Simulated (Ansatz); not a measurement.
HfScTaN₃:
```yaml
crystal:
  lattice:
    - [3.14211, 0.00000, 0.00000]
    - [-1.57106, 2.72115, 0.00000]
    - [0.00000, 0.00000, 7.66829]
  atoms:
    - { symbol: Hf, position: [0.00000, 0.00000, 0.99632] }
    - { symbol: Sc, position: [0.33333, 0.66667, 0.33791] }
    - { symbol: Ta, position: [0.66667, 0.33333, 0.66713] }
    - { symbol: N, position: [0.66667, 0.33333, 0.16459] }
    - { symbol: N, position: [0.00000, 0.00000, 0.50543] }
    - { symbol: N, position: [0.33333, 0.66667, 0.82862] }
```

Relaxed with PBEsol. Special points in fractions of this cell's reciprocal vectors: Γ (0.000, 0.000, 0.000); M (0.500, 0.000, 0.000); K (0.333, 0.333, 0.000); A (0.000, 0.000, 0.500); L (0.500, 0.000, 0.500); H (0.333, 0.333, 0.500).

**Question.** List the band energies nearest the Fermi level at these points for plane-wave PAW PBEsol (Ansatz code).

**Answer.** In eV from the Fermi level; about four levels below and three above (degenerate sets whole), none deeper than 8.9 eV; points with the same levels are listed once.

```
k                          below           above
-  -----------------------------  --------------
Γ  -2.60 -2.60 -0.74 -0.74 -0.46  1.45 1.60 1.60
M        -4.91 -3.61 -3.41 -3.37  0.85 1.24 2.64
K  -5.36 -5.36 -5.32 -4.90 -4.68  0.14 0.50 0.64
A  -3.58 -3.58 -0.48 -0.48 -0.17  0.58 1.09 1.09
L        -4.37 -3.87 -2.09 -1.17  2.64 2.68 3.29
H        -5.41 -5.25 -5.03 -4.70  0.60 0.88 0.93
```

Space group P3m1. The start of the workflow was typed in or built on a structure type; neither database checked (COD, Materials Project) lists it. Its standing as an ambient phase is unchecked. The cell was relaxed with PBEsol under the symmetry of its start; its stability against distortions is not shown here. The run is not spin-polarised. With an odd number of electrons in the cell and no spin polarisation, the count alone makes it a metal. Scalar-relativistic: spin–orbit coupling is off unless named, which matters more the heavier the elements.

Potentials: the earlier of the program's two PAW sets. The files were generated under PBE; for other functionals the program regenerates the frozen cores, and for LDA and PBEsol the local potential too.
